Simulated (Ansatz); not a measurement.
Here is the system:

Starting cell, ZnSe (zinc blende):

```
CELL_PARAMETERS angstrom
      0.00000     2.83273     2.83273
      2.83273     0.00000     2.83273
      2.83273     2.83273     0.00000
ATOMIC_POSITIONS crystal
  Se 0.75000 0.75000 0.75000
  Zn 0.00000 0.00000 0.00000
```

In this cell atom 1 (Se, nearest neighbour Zn at 2.453 Å; its periodic images, 4.0 Å or more away, move with it) is moved by s along Cartesian x, unit vector (1.000, 0.000, 0.000); all other atoms and the cell stay fixed.

All values below come from r2SCAN (plane waves to 500 eV, PAW, scalar-relativistic; Ansatz, a quantum-chemistry and plane-wave program). k mesh 8×8×8 (Γ-centred), Fermi-Dirac smearing 0.05 eV. E stands for the smeared free energy. ZnSe was relaxed with its symmetry unable to fall. ΔE is measured from the undisplaced structure.

The scan covers s from -0.490 to 0.490 Å in 11 points.

Q: Is the energy the same for equal positive and negative displacements?

A: Even: the same for both signs. With its periodic images moving along, the atom's site symmetry in this cell is -43m.

Q: What is the force constant k = d²E/ds² of this move at s = 0?

A: 5.49 eV/Å².

Q: With two atoms in the cell this is the zone-centre optical mode. What wavenumber follows (transverse: no LO-TO term)?

A: 204 cm⁻¹.

(For displaced atoms, the force is minus the slope of the energy, and its curvature is a force constant, which sets phonon frequencies.)
